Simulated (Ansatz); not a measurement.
**Fixed-spin-moment curve of VPt$_{3}$**

VPt$_{3}$ is taken as an experimental structure (space group Pm-3m), 4 atoms in the cell. Source: COD entry 1539289; it may be a high-temperature, high-pressure or metastable form.

```
CELL_PARAMETERS angstrom
3.87900 0.00000 0.00000
0.00000 3.87900 0.00000
0.00000 0.00000 3.87900
ATOMIC_POSITIONS crystal
V 0.00000 0.00000 0.00000
Pt 0.00000 0.50000 0.50000
Pt 0.50000 0.00000 0.50000
Pt 0.50000 0.50000 0.00000
```

Atoms are numbered from 1 in the order listed.

Level of theory: DFT, LDA, PAW, plane waves, scalar-relativistic in Ansatz development build ahead of 0.2.0.

| Setting | Value |
| --- | --- |
| Plane-wave cutoff | 420 eV |
| k-point mesh | 7×7×7 (Γ-centred) |
| Occupations | Fermi–Dirac smearing, 0.1 eV |

Site moments are integrals over atomic spheres and don't add up to the total.

The total moment of the cell is held fixed (separate Fermi levels for the two spins), shared at the start among the V atoms with one sign; no search for lower states follows. F is the free energy per cell, and F(lowest) that of the lowest run, the runs with a free moment included. Each row is one local solution, which need not be the lowest state at that M. The run at M = 0 starts without moments and gives the spin-unpolarised solution. The cell holds one magnetic atom, so only parallel order fits; orders in a larger cell may lie lower. The program warns that the SCF threshold is loose for stress, so pressures can be off by 0.1 GPa or more.

The run at M = 1.30 μB took 3 s on 2 threads of x86-64 server CPU, on a shared host, peak memory 0.43 GiB.

```csv
fixed M (μB/cell),F − F(lowest) (meV/cell),moments of V1 Pt2 Pt3 Pt4 (μB),pressure (GPa)
0.00,100,0.00 0.00 0.00 0.00,-8.3
0.32,88,0.41 -0.04 -0.04 -0.04,-8.2
0.65,57,0.79 -0.07 -0.07 -0.07,-8.0
0.97,20,1.10 -0.07 -0.07 -0.07,-7.7
1.30,0,1.30 -0.04 -0.04 -0.04,-7.4
1.62,20,1.39 0.03 0.03 0.03,-7.2
1.95,76,1.47 0.11 0.11 0.11,-6.9
2.27,161,1.54 0.19 0.19 0.19,-6.6
2.60,284,1.63 0.26 0.26 0.26,-6.1
```

The lowest fixed-moment run is the one at M = 1.30 μB (0 meV). With the constraint released: “usual moment, free total moment [V1 2.00 μB]” ends at 1.30 μB, 0 meV; “usual moment scaled by 0.1, free total moment [V1 0.20 μB]” ends at 1.30 μB, 0 meV.
